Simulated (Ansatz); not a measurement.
The relaxed structure here is a generated cell of Ir: the first start was made by placing the elements on the sites of a structure type, and the end was not matched to a known phase here, so it may be hypothetical. Known forms of Ir include space group No. 225.

One stationary structure of Ir. These are PBE (plane waves to 420 eV, PAW, scalar-relativistic; Ansatz, an electronic-structure program) values and carry that method's errors.

```cif
data_Ir3
_chemical_formula_sum 'Ir3'
_space_group_name_H-M_alt 'P 1'
_space_group_IT_number 1
_cell_length_a 4.37972
_cell_length_b 4.37972
_cell_length_c 2.70074
_cell_angle_alpha 90.000
_cell_angle_beta 90.000
_cell_angle_gamma 120.000
loop_
_space_group_symop_operation_xyz
  'x, y, z'
loop_
_atom_site_label
_atom_site_type_symbol
_atom_site_fract_x
_atom_site_fract_y
_atom_site_fract_z
_atom_site_occupancy
Ir1 Ir 0.00000 0.00000 0.00000 1
Ir2 Ir 0.33333 0.66667 0.50000 1
Ir3 Ir 0.66667 0.33333 0.50000 1
```

### Question
Find the space group and the Wyckoff positions (tolerance 0.01 Å).

### Answer
Space group P6/mmm (No. 191); a = b = 4.3797 Å, c = 2.7007 Å, α = β = 90.00°, γ = 120.00°

```tsv
atom	site	symmetry	x	y	z
Ir	1a	6/mmm	0.0000	0.0000	0.0000
Ir	2d	-6m2	0.3333	0.6667	0.5000
```

### Question
Give the shortest distances between elements (the closest pairs, up to four, under 3.6 Å).

### Answer
Ir–Ir 2.53 Å.

- Volume per atom = 14.95 Å³
- Band gap = zero (metallic)

No spin polarisation in the result.

The run could not lose the symmetry of its start: the end is stationary, and may be a saddle point rather than a minimum.

All atoms sit on sites fixed by symmetry, so only the cell could relax.
